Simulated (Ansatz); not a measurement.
**Property card for GeCl₃**

The calculation used Ansatz, DFT PBE, scalar-relativistic, plane waves, PAW.

Plane waves to 420 eV, a k mesh through Γ of 10×10×10 on the computed 4-atom cell and Gaussian smearing (0.10 eV); no spin polarisation.

The structure is relaxed at this level of theory with its symmetry kept, and needn't be the ground state of this composition.

```
Ge Cl
1.0
     4.91223    0.00000    0.00000
     0.00000    4.91223    0.00000
     0.00000    0.00000    4.91223
Ge Cl
1 3
Direct
  0.50000 0.50000 0.50000
  0.00000 0.50000 0.50000
  0.50000 0.00000 0.50000
  0.50000 0.50000 0.00000
```

* Space group: Pm-3m (No. 221)
* Volume per atom: 29.63 Å³
* Formation energy from the elements' standard states (uncorrected): -0.629 eV/atom
* Kohn–Sham band gap: none (metal)
* Density of states at the Fermi level: 1.1 states/eV per cell
* Orbital (Löwdin) character within 0.5 eV of the Fermi level: Cl 3p 59 %, Ge 4s 26 %, Ge 4p 8 %
* Bader charge by site (e): Ge (1 in the cell) 1.45, Cl (3 in the cell) -0.48

The cell was found from a structure generator's guess, not taken from experiment. Löwdin shares on free-atom orbitals overweight diffuse shells.
